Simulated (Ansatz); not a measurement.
La$_{2}$O$_{3}$:
```
La2O3
1.0
    3.94040     0.00000     0.00000
   -1.97020     3.41249     0.00000
    0.00000     0.00000     6.18755
La O
2 3
Direct
  0.66667   0.33333   0.75263
  0.33333   0.66667   0.24737
  0.66667   0.33333   0.35470
  0.33333   0.66667   0.64530
  0.00000   0.00000   0.00000
```

Relaxed with PBE.

Map the electron localisation function on the plane through (0.667, 0.333, 0.753) spanned by u = [0, 0, 1] and v = [1, -1, 0] in lattice vectors, from PBE in the plane-wave PAW code Ansatz.

x is the fraction of u, y of v (the angle between them is 90°; rows are the nearest grid lines); atoms in the plane: La at (0.00, 0.00), La at (0.49, 0.67), O at (0.60, 0.00), O at (0.89, 0.67), O at (0.25, 0.33).
```
|  -%@@#:   .-*%@@#-:*%@*:-%@%=  |
|  +%@@*:   .:+#@@%++#@@*::#@%+. |
|%%@@@#-.     .-*%%@@@%#=..=#%%%%|
|@@@%#=.       .:=+####+:  .=#%@@|
|:::..      :-+**+=:..   ..::::::|
|:..       :+#%@@%%*=.  .-+***=-:|
|%*=.     -#@@@#+*#%@#:.-#@@%%@@%|
|@%*-.   .=%@@#- .=%@%=.=%@%**%@@|
|@%*-.   .+%@@*.  :#@%=:=%@#==*%@|
|@#+-.   .=%@@%=:-*%@%-.=%@%##%@@|
|*=.      .-#@@@@@@@%+. :*%%@@%%*|
|-.   .::...-*%@@@@%*:  .=*#%##*-|
|   .-*###*=:...:-:.     .:--:.. |
|  .-*%%@@%#+:.           ....   |
| :+#%@%##%@@#+:.                |
|.-+%@@#==*@@%*=.               .|
|.:+#@@%**%@@%*-.               .|
| .-*%@@%%@@%#=:                 |
|....:=#%%%#+-.   ..:::.      ...|
|*+-...-+**=:.   .-=++=:.   .-+**|
|@@@@#-. ..   .:+#%%%%%*-. -#@@@@|
|%@@@@*:.    .:+#%@@@@@#=..+%@@@%|
|  +%@@*:    :+#@@%++#@@*::#@%+. |
|  -%@@#:   .-*%@@#-:*%@*:-%@%=  |
```
Scale: ten equal steps from 0.000 (start of ' ') to 0.886 (end of '@'), in the order ' .:-=+*#%@'; x runs from 0.000 to 1.00, y from 0.000 (bottom) to 1.00 (top).

The density is the valence pseudo-density with augmentation charge, so density and ELF within about 1 Å of a nucleus are not all-electron values.

Space group P-3m1 (La2O3 or Ni2Al3 type). The PBE relaxation kept the symmetry of its start; phonons on a q-mesh show no instability. Spin–orbit coupling is left out wherever it is not named.

Potentials: the later of the program's two PAW sets.
